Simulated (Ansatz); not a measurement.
CoGe:
```
CELL_PARAMETERS angstrom
      0.00000     2.40769     2.40769
      2.40769     0.00000     2.40769
      2.40769     2.40769     0.00000
ATOMIC_POSITIONS crystal
  Ge 0.00000 0.00000 0.00000
  Co 0.50000 0.50000 0.50000
```

Relaxed with PBE. Special points in fractions of this cell's reciprocal vectors: Γ (0.000, 0.000, 0.000); X (0.500, 0.000, 0.500); U (0.625, 0.250, 0.625); K (0.375, 0.375, 0.750); L (0.500, 0.500, 0.500); W (0.500, 0.250, 0.750).

Q: List the band energies nearest the Fermi level at these points for PBE in the plane-wave PAW code Ansatz.

A: In eV from the Fermi level; about four levels below and three above (degenerate sets whole), none deeper than 8.9 eV; … stands for higher levels left out; points with the same levels are listed once.

```csv
k,below,above
Γ,-1.51 -1.51 -1.51 -1.34 -1.34,4.17 4.17 4.17
X,-0.59 -0.59 0.00 0.00,0.40 4.33 …
U,-2.09 -0.91 -0.70 -0.23,0.35 2.06 6.05
L,-2.67 -2.67 -0.80 -0.80 -0.26,6.17 6.17 7.00
W,-0.59 -0.24 -0.24 0.00,0.46 10.28 …
```

Space group Fm-3m (rock salt). The cell is a constructed one: a structure type filled with these elements; neither database checked (COD, Materials Project) lists it. Whether it is the stable phase at ambient conditions was not checked. Symmetry was held in the PBE relaxation; whether a distortion lowers the energy is not shown. The workflow began spin-polarised and lost its moments. Spin–orbit coupling is left out wherever it is not named.

Potentials: the later of the program's two PAW sets.
